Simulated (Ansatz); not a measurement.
input.yaml

```yaml
crystal:
  lattice:
    - [3.4543871541, 0.0, 0.0]
    - [-1.7271935771, 2.99158703, 0.0]
    - [0.0, 0.0, 9.98886383]
  atoms:
    - { symbol: Zr, position: [0.6666666667, 0.3333333333, 0.6234827] }
    - { symbol: Zr, position: [0.398467897, 0.6666666667, 0.3765173] }
    - { symbol: Br, position: [0.6666666667, 0.3333333333, 0.18258149] }
    - { symbol: Br, position: [0.3333333333, 0.6666666667, 0.81741851] }
basis:
  ecutwfc: 420
kpoints:
  mp_grid: { grid: [12, 12, 4] }
hamiltonian:
  xc: pbesol
scf:
  occupations: { method: gaussian, width: 0.1 }
output:
  forces: true
  stress: true
  eigenvalues: true
  populations: true
```

It can be run as
```bash
ansatz run input.yaml --threads 1 --pin off --backend cpu --events-out ev --progress --plain --runs-dir out  # memory cap (--max-ram) not shown
```

Theory: DFT PBEsol, scalar-relativistic, plane waves, PAW in Ansatz 0.2.0.

Part of what the program printed, abridged:

```
Pseudopotentials: kind: paw
Pseudopotential: Zr, paw, valence charge 12, recommended cutoff 420 eV (normal)
Pseudopotential: Br, paw, valence charge 7, recommended cutoff 420 eV (normal)
Functional definition: PBEsol
Crystal: 4 atoms, lattice volume = 103.226 Å³
Basis set: ecut = 420 eV, 2025 PW (Γ), exchange–correlation on 48×48×144 points (8 copies of the dense FFT grid, shifted against one another)
Bands: 23, of which v1, the nominal top of the filled ones, is band 19 counted from 1 (18 counted from 0)
Symmetry: 1 space group operations
Space group: P1 (ITA 1), of the structure as read, at distance tolerance 4.7e-5 Å
k-points: 292 of 576 (time reversal used)
Initial density: superposition of atomic densities (neutral atoms: chi_scale 0, normalization atom), corrected by the library's trained network
Initial wavefunctions: pseudopotential atomic-orbital guess
Functional: x = pbesol(κ = 0.804, μ = 0.12345679), c = pbesol(β = 0.046)
SCF iter   1: F=—  HF=-13734.048052 eV  |F-HF|=—  |Δ(HF+E_count)|=         —  Δρ=3.94e-3  dr2=2.92e-2  ethr=1.77e-3  ⟨swp⟩=6.0  Hψ=32787  notcnv=0
SCF iter   2: F=—  HF=-13734.053156 eV  |F-HF|=—  |Δ(HF+E_count)|=   5.10e-3  Δρ=2.15e-3  dr2=2.77e-2  ethr=7.69e-5  ⟨swp⟩=2.0  Hψ=12488  notcnv=0
SCF iter   3: F=—  HF=-13734.048737 eV  |F-HF|=—  |Δ(HF+E_count)|=   4.42e-3  Δρ=8.32e-4  dr2=3.56e-3  ethr=7.30e-5  ⟨swp⟩=2.0  Hψ=9322  notcnv=0
SCF iter   4: F=—  HF=-13734.048224 eV  |F-HF|=—  |Δ(HF+E_count)|=   5.13e-4  Δρ=2.12e-4  dr2=1.40e-4  ethr=9.36e-6  ⟨swp⟩=2.0  Hψ=8575  notcnv=0
SCF iter   5: F=—  HF=-13734.048213 eV  |F-HF|=—  |Δ(HF+E_count)|=   1.16e-5  Δρ=5.98e-5  dr2=5.09e-6  ethr=3.68e-7  ⟨swp⟩=2.0  Hψ=9293  notcnv=0
SCF iter   6: F=—  HF=-13734.048208 eV  |F-HF|=—  |Δ(HF+E_count)|=   4.94e-6  Δρ=1.51e-5  dr2=1.66e-7  ethr=1.34e-8  ⟨swp⟩=2.0  Hψ=9641  notcnv=0
SCF iter   7: F=-13734.048208 eV  HF=-13734.048208 eV  |F-HF|=1.57e-9  |Δ(HF+E_count)|=   6.18e-8  Δρ=2.76e-6  dr2=7.71e-9  ethr=2.63e-10  ⟨swp⟩=6.2  Hψ=29722  notcnv=0
SCF 1 converged in 7 iterations: F = -13734.048208 eV  dr2 = 7.71e-9
SCF converged after 7 iterations
Free energy (F): -13734.048208 eV
Harris-Foulkes:  -13734.048208 eV  (|F-HF|=1.57e-9)
Internal energy: -13734.036834 eV  (E = F + TS)
E sigma→0 (E₀):  -13734.042521 eV
Entropy (-TS):   -0.011373 eV (-2.843 meV/atom)
Fermi energy:    9.352957 eV
--- Per-component energies (eV) ---
  E_band       = -296.260681
  E_kinetic    = 930.949186
  E_local      = -2758.463416  (includes V_loc(G=0)·N_el)
  E_nonlocal   = 304.616363
  E_hartree    = 1000.420893
  E_xc         = -843.482325
  E_vxc        = -587.772219  (∫ρ·V_xc dr)
  E_paw        = -10205.942094  (= ΣΔE_a)
  E_vpaw       = -186.433102  (= ΣTr[D̂ρ^β])
  E_aug_tail   = 0.000046  (compensation charges beyond the density's cutoff)
  E_ewald      = -2162.651469
  E_core_change = 0.515982  (= ΣΔE_core)
  E_smearing   = -0.011373  (= −TS)
--- Forces (eV/Å), atoms counted from 1 ---
  atom   1  Zr     0.22532728    -0.08452996     0.18564630
  atom   2  Zr    -0.88286123     0.19846801     0.06520684
  atom   3  Br     0.69373035    -0.11562341     0.05823675
  atom   4  Br    -0.03619908     0.00168141    -0.30923029
--- Stress (GPa, compression-positive) ---
       -2.785962      -1.364112      -1.484960
       -1.364112      -3.022965       0.035925
       -1.484960       0.035925      -1.661505
  P = ⅓ Tr σ = -2.4901 GPa (-24.901 kbar)
--- Band table (eV; the first three rows and the last of 292) ---
  k-point 0: bands = ["-39.7968", "-39.7174", "-18.1204", "-17.6721", "-17.6591", "-17.6339", "-17.5867", "-17.5325", "-7.5380", "-7.4222", "3.0022", "3.9653", "6.3856", "6.5406", "6.5440", "6.6226", "6.8645", "8.0127", "9.8182", "9.9694", "10.1496", "10.3425", "10.4049"]
  k-point 1: bands = ["-39.7968", "-39.7174", "-18.1203", "-17.6722", "-17.6591", "-17.6339", "-17.5867", "-17.5325", "-7.5271", "-7.4335", "3.1119", "3.7895", "6.3833", "6.5312", "6.5479", "6.6385", "7.0570", "7.8864", "9.8211", "9.9715", "10.1542", "10.3432", "10.3970"]
  k-point 2: bands = ["-39.7968", "-39.7174", "-18.1203", "-17.6722", "-17.6591", "-17.6339", "-17.5867", "-17.5325", "-7.5127", "-7.4484", "3.3439", "3.4969", "6.3807", "6.5233", "6.5518", "6.6496", "7.3594", "7.6480", "9.8240", "9.9738", "10.1582", "10.3453", "10.3892"]
  k-point 291: bands = ["-39.7259", "-39.7125", "-18.1234", "-18.0518", "-17.7682", "-17.7132", "-17.7043", "-17.6348", "-6.7803", "-6.7360", "2.7961", "2.9563", "4.3625", "4.6806", "5.7144", "5.7682", "7.7055", "7.8918", "8.3202", "9.8346", "10.8356", "12.2966", "12.8071"]
--- Löwdin populations: 4 sites ---
  site symbol q [e]
     0     Zr     11.7684
     1     Zr     11.7697
     2     Br      7.0985
     3     Br      7.1017
  spilling = 0.006888 (of n_electrons = 38.000000)
```

The run converged.

The cell holds layers, and where no dispersion correction was added their binding is poorly described.